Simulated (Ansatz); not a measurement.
**Moving the choice of potentials or basis in CsLiCr2Te2S3**

```yaml
crystal:
  lattice:
    - [6.10792, -0.01886, 0.00581]
    - [-2.28822, 5.93151, 0.00333]
    - [-1.38462, -2.19395, 7.56260]
  atoms:
    - { symbol: Cs, position: [0.06348, 0.10178, 0.99394] }
    - { symbol: Li, position: [0.57026, 0.58143, 0.57403] }
    - { symbol: Cr, position: [0.07801, 0.50138, 0.57990] }
    - { symbol: Cr, position: [0.43162, 0.02972, 0.53722] }
    - { symbol: Te, position: [0.54458, 0.76732, 0.28198] }
    - { symbol: Te, position: [0.01143, 0.65932, 0.29902] }
    - { symbol: S, position: [0.77800, 0.37133, 0.70773] }
    - { symbol: S, position: [0.39402, 0.82508, 0.74875] }
    - { symbol: S, position: [0.19605, 0.23009, 0.48646] }
```

The cell comes from a database or a generator and needn't be the stable form of this composition.

Kept alike: task single point; functional PBE; k mesh 5 × 5 × 4; occupations fermi-dirac, width 0.05 eV; collinear spin, ferromagnetic start. Program: Ansatz. Cutoffs run from 871 to 1279 eV. The mesh is that of the run's cell of 9 atoms. No spin-orbit coupling.

| choice of potentials or basis | moment of the cell (μB) |
| --- | --- |
| Ansatz NC with PseudoDojo standard (PBE files) | 5.41 |
| Ansatz PAW (files of its older set among them) | 5.40 |
| JTH PAW | 5.40 |
| PseudoDojo standard (PBE files) | 5.50 |
| SPMS NC | 5.49 |

For a metal such a mesh leaves the last digits unconverged. The runs hold the magnetic state that their start led to, which needn't be the lowest.

Task: What does the choice of potentials or basis change here?

Result: The moment of the cell runs from 5.40 (Ansatz PAW (files of its older set among them); JTH PAW) to 5.50 μB (PseudoDojo standard (PBE files)).
